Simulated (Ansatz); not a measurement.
## Straining YIr2

The calculation used DFT PBEsol, scalar-relativistic, plane waves, PAW in Ansatz. Run with 420 eV cutoff, 8×8×8 k-mesh, Gaussian smearing of 0.10 eV, no spin polarisation.

Reference structure (relaxed):

```xyz
6
Lattice="0.0000 3.7466 3.7466 3.7466 0.0000 3.7466 3.7466 3.7466 0.0000" Properties=species:S:1:pos:R:3 pbc="T T T"
Y     3.7466    3.7466    3.7466
Y     5.6199    5.6199    5.6199
Ir    0.9366    0.9366    0.9366
Ir    0.9366    2.8099    2.8099
Ir    2.8099    2.8099    0.9366
Ir    2.8099    0.9366    2.8099
```

Deformation: all cell vectors scaled alike, the atoms relaxed, all within the symmetry that the strain leaves. Energies are extrapolated to zero smearing.

Spin–orbit coupling is left out, which can shift energies with elements as heavy as these.

| strain (%) | ΔE (meV/atom) | a (Å) | b (Å) | c (Å) |
| --- | --- | --- | --- | --- |
| -4.5 | 255.9 | 5.060 | 5.060 | 5.060 |
| -3.0 | 107.5 | 5.140 | 5.140 | 5.140 |
| -1.5 | 25.4 | 5.219 | 5.219 | 5.219 |
| +0.0 | 0.0 | 5.298 | 5.298 | 5.298 |
| +1.5 | 22.8 | 5.378 | 5.378 | 5.378 |
| +3.0 | 86.5 | 5.457 | 5.457 | 5.457 |
| +4.5 | 184.7 | 5.537 | 5.537 | 5.537 |

(1) What stiffness (1/V) d²E/dε² at zero strain does a cubic fit over all points give?

Results:

(1) A cubic fit gives (1/V) d²E/dε² = 1990 GPa at zero strain (nine times the bulk modulus at fixed shape).